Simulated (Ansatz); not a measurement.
A: La2O3 (A-La2O3 type, space group P-3m1), a = b = 3.9403 Å, c = 6.1880 Å, α = β = 90.00°, γ = 120.00°
B: Hf (hcp, Mg type), a = b = 3.2042 Å, c = 5.0691 Å, α = β = 90.00°, γ = 120.00°
C: BN (wurtzite), a = 2.5545 Å, b = 2.5545 Å, c = 4.2246 Å, α = 90.00°, β = 90.00°, γ = 120.00°
D: CrO$_{2}$ (rutile), a = b = 4.445 Å, c = 2.921 Å, α = β = γ = 90.00°

Scan: energy over volume and axial ratio (atoms clamped). All come from one method, each on a k mesh of its own. All were relaxed with their symmetry unable to fall. CrO2 is run spin-polarised and with no Hubbard U. Hf is run without spin polarisation. La2O3 is run without spin polarisation. Relaxed CrO2 ends ferromagnetic. Spin-orbit coupling is left out. The magnetic order is the one the run started from; other orders were not tried. (This holds for the magnetic or f-shell members.)

Q: Put the candidates in order of modulus against c/a change at fixed volume, (3/4V)·∂²E/∂(ln c/a)² (fitted), lowest first, for PBE (plane waves to 420 eV, PAW, scalar-relativistic; Ansatz, a first-principles code).

A: A (47 GPa), B (62 GPa), D (131 GPa), C (473 GPa)

(Under strain, the slope of the energy per volume gives the stress and its curvature an elastic modulus.)
